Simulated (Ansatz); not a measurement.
**Ba₂BiSb₂: pressure against volume**

Ba₂BiSb₂, Immm, a = 4.746 Å, b = 7.512 Å, c = 9.955 Å. The structure is a COD entry; whether it is the stable form wasn't checked. Ansatz: PBEsol, PAW, 420 eV, Γ-centred 10×10×10 mesh on 5 atoms, Gaussian smearing 0.10 eV; no spin polarisation. Shape and atoms are relaxed at each volume; pressure is positive in compression.

| V (Å³/atom) | P (GPa) |
| --- | --- |
| 33.361 | ? |
| 34.426 | 1.27 |
| 35.491 | -0.01 |
| 36.556 | -1.10 |
| 37.620 | -2.04 |

Question: Take V0 = 35.491 Å³/atom, count pressures from its P0 = -0.01 GPa, fit the third-order Birch–Murnaghan form to the other rows, and predict the missing pressure.

Answer: With the Eulerian strain f = ½[(V0/V)^(2/3) − 1] and y = (P − P0)/[3f(1 + 2f)^(5/2)], the form is the line y = B0 + 1.5 B0 (B0′ − 4) f. Rows (f, y): 0.01026, 39.5; -0.00976, 39.1; -0.01905, 39.1. Means f = -0.006183, y = 39.233; Σ(Δf)² = 0.0004487, ΣΔfΔy = 0.006577; the slope is their ratio. y = 39.32 + 14.66 f GPa, so B0 = 39.3 GPa and B0′ = 4 + 2 × (14.66)/(3 × 39.32) = 4.25. At V = 33.361, f = 0.02106, y = 39.63 and P = 2.77 GPa. The run gave 2.77 GPa, the same to the digits shown. The form still works here, 33 % of the fitted range beyond its end.

Spin–orbit coupling is left out, which can shift energies with elements as heavy as these.